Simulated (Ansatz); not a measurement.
Crystals of one structure type (zinc blende) and one family of elements, relaxed and computed with PBE in the plane-wave PAW code Ansatz.

```
crystal  K_Hill (GPa)  G_Hill (GPa)
-------  ------------  ------------
CdTe             35.2          13.4
CdSe             44.8          15.1
CdS              53.4             ?
ZnSe             56.6          27.3
ZnS              69.5          33.3
```

Question: Fit a straight line to ln G against ln K and predict the withheld value.

Answer: Least squares on the 4 shown rows: ln G = 1.46 × ln K + (-2.678), with a scatter of 10 %. For CdS this gives 22.9. The run itself gave 17.5, outside the scatter: the line misses something about this case.

All cells were relaxed under the symmetry of their starts (and spin orders); stability against distortions was not tested throughout. Spin–orbit coupling is left out wherever it is not named.

Potentials: the later of the program's two PAW sets.
